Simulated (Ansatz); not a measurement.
Be2C (fluorite or antifluorite type, Fm-3m), LDA in the plane-wave PAW code Ansatz: ε∞ = 6.84, cell volume 19.44 Å³. Infrared-active transverse modes:

```tsv
ω_TO (cm⁻¹)	oscillator strength S_xx (e²/amu)
674.1	1.283
```

Compute the static dielectric constant.

Each mode adds (4.921e7/V) S/ω²: 7.15. So ε0 = 14.0.

What LO frequency does the Lyddane–Sachs–Teller relation give?

ω_LO = ω_TO √(ε0/ε∞) = 964 cm⁻¹.

The LDA relaxation kept the symmetry of its start; phonons on a q-mesh show no instability.

Potentials: the later of the program's two PAW sets.
